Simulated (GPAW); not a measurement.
# Moving the Hubbard U on Ti d in Mg3TiO4

```cif
data_structure
_symmetry_space_group_name_H-M 'Pm-3m'
_symmetry_Int_Tables_number 221
_cell_length_a 4.3137
_cell_length_b 4.3137
_cell_length_c 4.3137
_cell_angle_alpha 90.000
_cell_angle_beta 90.000
_cell_angle_gamma 90.000
_cell_volume 80.27
loop_
_atom_site_label
_atom_site_type_symbol
_atom_site_symmetry_multiplicity
_atom_site_Wyckoff_symbol
_atom_site_fract_x
_atom_site_fract_y
_atom_site_fract_z
_atom_site_occupancy
Ti1 Ti 1 a 0.00000 0.00000 0.00000 1
Mg1 Mg 3 c 0.50000 0.50000 0.00000 1
O1 O 3 d 0.00000 0.50000 0.00000 1
O2 O 1 b 0.50000 0.50000 0.50000 1
```

The cell comes from a database or a generator and needn't be the stable form of this composition.

Kept alike: task band structure; functional PBEsol; k mesh 6 × 6 × 6; occupations fermi-dirac, width 0.05 eV; no spin polarisation. Program: GPAW, PAW data sets generated for this functional, cutoff 800 eV. The mesh is that of the run's cell of 8 atoms. No spin-orbit coupling.

```csv
"Hubbard U on Ti d, U (eV)",pressure (GPa)
0,-7.21
1,?
2,-6.27
3,-5.76
4,-5.23
6,-4.12
8,-3.08
```

Pressure is positive in compression; the values hold the error of the finite cutoff, so their zero can differ a little from the energy's minimum. U acts here on a shell without spin polarisation. For a metal such a mesh leaves the last digits unconverged. How U acts hangs on the program's projectors.

Q: Fit the rows shown and predict the run at 1 eV.

A: A least-squares parabola through the rows shown is pressure = 0.00534 U² + 0.4782 U - 7.226 (largest miss 0.045); at U = 1 it gives -6.74 GPa. The run gave: pressure -6.75 GPa.
